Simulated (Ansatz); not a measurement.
**Profile along the P–B line in BP (zinc blende)**

BP (zinc blende), conventional cell a = b = c = 4.548 Å, α = β = γ = 90.00°. The calculation uses the primitive cell of 2 atoms, to which meshes and values per cell refer.

Fields along a shortest P–B line of a {110} plane (1.97 Å), from P to B, interpolated on the slice's grid (step about 0.2 Å). These are PBE (plane waves to 420 eV, PAW, scalar-relativistic; Ansatz, a program for electronic structure) values and carry that method's errors. k mesh 12×12×12. These are valence fields of a PAW run, semicore shells included where kept as valence: close to a nucleus they are smooth pseudo fields. BP was relaxed with its symmetry unable to fall. The PAW data are Ansatz's earlier set.

```tsv
distance from P (Å)	valence electron density (e/Å³)	electron localisation function	density of the highest valence band (e/Å³)	density of the lowest conduction band (e/Å³)
0.00	0.04	x	0.000	0.004
0.20	0.15	x	0.038	0.016
0.39	0.51	x	0.137	0.049
0.59	0.86	0.85	0.226	0.074
0.79	0.95	0.95	0.257	0.069
0.98	0.89	0.95	0.249	0.065
1.18	0.85	0.93	0.244	0.089
1.38	0.85	0.81	0.247	0.133
1.58	0.77	x	0.207	0.149
1.77	0.51	x	0.084	0.096
1.97	0.33	x	0.003	0.047
```

x: too close to a nucleus for the ELF to mean much. Band densities are of whole bands, smooth part only.

Density on the P–B line (1.97 Å) at its midpoint: 0.89 e/Å³. ELF at that point: 1.0. ELF maximum in the middle third of the P–B line: 0.95, 0.9 Å from P.
